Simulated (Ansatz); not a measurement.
TiC:
```cif
data_C4Ti4
_chemical_formula_sum 'Ti4 C4'
_space_group_name_H-M_alt 'Fm-3m'
_space_group_IT_number 225
_space_group_name_Hall '-F 4 2 3'
_cell_length_a 4.29321
_cell_length_b 4.29321
_cell_length_c 4.29321
_cell_angle_alpha 90.000
_cell_angle_beta 90.000
_cell_angle_gamma 90.000
loop_
_atom_site_label
_atom_site_type_symbol
_atom_site_symmetry_multiplicity
_atom_site_Wyckoff_symbol
_atom_site_fract_x
_atom_site_fract_y
_atom_site_fract_z
_atom_site_occupancy
Ti1 Ti 4 b 0.50000 0.50000 0.50000 1
C1 C 4 a 0.00000 0.00000 0.00000 1
```
(The calculation used a cell of 2 atoms; values per cell refer to that cell.)

Relaxed with PBEsol.

Task: Which orbitals make up the states near the Fermi level in PBEsol (plane waves, PAW; program Ansatz)?

Result: Within 0.5 eV of the Fermi level: C 2p 49 %, Ti 3d 49 %. Projections are on Löwdin-orthogonalised atomic valence shells; empty p or d shells of many metals are not among them.

Task: Tabulate the density of states.

Result: States/eV per cell of 2 atoms, in 0.25 eV bins, energy from the Fermi level.

```csv
E (eV),total,Ti 3d,C 2p,Ti 4s
-7.85,0.00,0.00,0.00,0.00
-7.60,0.00,0.00,0.00,0.00
-7.35,0.00,0.00,0.00,0.00
-7.10,0.00,0.00,0.00,0.00
-6.85,0.00,0.00,0.00,0.00
-6.60,0.00,0.00,0.00,0.00
-6.35,0.00,0.00,0.00,0.00
-6.10,0.00,0.00,0.00,0.00
-5.85,0.09,0.03,0.04,0.01
-5.60,0.19,0.06,0.09,0.02
-5.35,0.29,0.09,0.14,0.03
-5.10,0.40,0.13,0.20,0.04
-4.85,0.58,0.19,0.29,0.05
-4.60,0.89,0.29,0.46,0.07
-4.35,1.00,0.32,0.53,0.07
-4.10,1.22,0.36,0.69,0.08
-3.85,1.06,0.29,0.64,0.06
-3.60,0.95,0.21,0.64,0.03
-3.35,0.74,0.21,0.47,0.01
-3.10,2.40,0.92,1.34,0.01
-2.85,2.20,1.03,1.09,0.01
-2.60,2.62,1.28,1.28,0.01
-2.35,2.50,1.19,1.25,0.01
-2.10,1.65,0.82,0.78,0.00
-1.85,1.29,0.66,0.60,0.00
-1.60,0.99,0.49,0.48,0.00
-1.35,0.79,0.37,0.39,0.00
-1.10,0.65,0.30,0.33,0.00
-0.85,0.53,0.23,0.29,0.00
-0.60,0.44,0.18,0.25,0.00
-0.35,0.30,0.13,0.17,0.00
-0.10,0.26,0.12,0.13,0.00
0.15,0.31,0.15,0.15,0.00
0.40,0.38,0.22,0.15,0.00
0.65,0.50,0.33,0.15,0.00
0.90,0.63,0.46,0.15,0.00
1.15,0.69,0.53,0.15,0.00
1.40,0.81,0.64,0.15,0.00
1.65,0.92,0.75,0.14,0.00
1.90,1.05,0.88,0.14,0.00
2.15,1.21,1.03,0.15,0.01
2.40,1.44,1.24,0.16,0.01
2.65,1.81,1.58,0.19,0.01
2.90,2.55,2.28,0.21,0.01
3.15,3.00,2.68,0.24,0.01
3.40,1.78,1.51,0.23,0.01
3.65,1.30,0.99,0.26,0.02
3.90,5.18,3.89,1.10,0.12
4.15,1.74,1.17,0.50,0.04
4.40,0.58,0.36,0.19,0.00
4.65,0.64,0.39,0.20,0.01
```

Symmetry was held in the PBEsol relaxation; of distortions, only those at the zone centre were tested. The run is not spin-polarised.

Potentials: the later of the program's two PAW sets.
